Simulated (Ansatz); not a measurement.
Ga4ICl3 (Im-3m) at 2 levels of theory

One geometry, relaxed with PBE; plane waves with PAW potentials in Ansatz, scalar-relativistic. No spin polarisation. Gaps are the least over mesh and band path; pressure is positive in compression.

```yaml
crystal:
  lattice:
    - [-3.78401, 3.78401, 3.78401]
    - [3.78401, -3.78401, 3.78401]
    - [3.78401, 3.78401, -3.78401]
  atoms:
    - { symbol: Ga, position: [0.50000, 0.50000, 0.50000] }
    - { symbol: Ga, position: [0.00000, 0.00000, 0.50000] }
    - { symbol: Ga, position: [0.00000, 0.50000, 0.00000] }
    - { symbol: Ga, position: [0.50000, 0.00000, 0.00000] }
    - { symbol: I, position: [0.00000, 0.00000, 0.00000] }
    - { symbol: Cl, position: [0.50000, 0.50000, 0.00000] }
    - { symbol: Cl, position: [0.50000, 0.00000, 0.50000] }
    - { symbol: Cl, position: [0.00000, 0.50000, 0.50000] }
```

| level | cutoff (eV) | k mesh | gap (eV) | pressure (GPa) |
| --- | --- | --- | --- | --- |
| PBE | 420 | 6×6×6 | 1.21 | 0.0 |

Q: What comes out on the same cell with PBEsol?

A:
```
 level  cutoff (eV)  k mesh  gap (eV)  pressure (GPa)
PBEsol          420   6×6×6      1.09            -2.3
```

Spin-orbit coupling matters for the bands of heavy elements and is left out.

It was reached by relaxing an invented guess, and it needn't be the stable form of this composition.
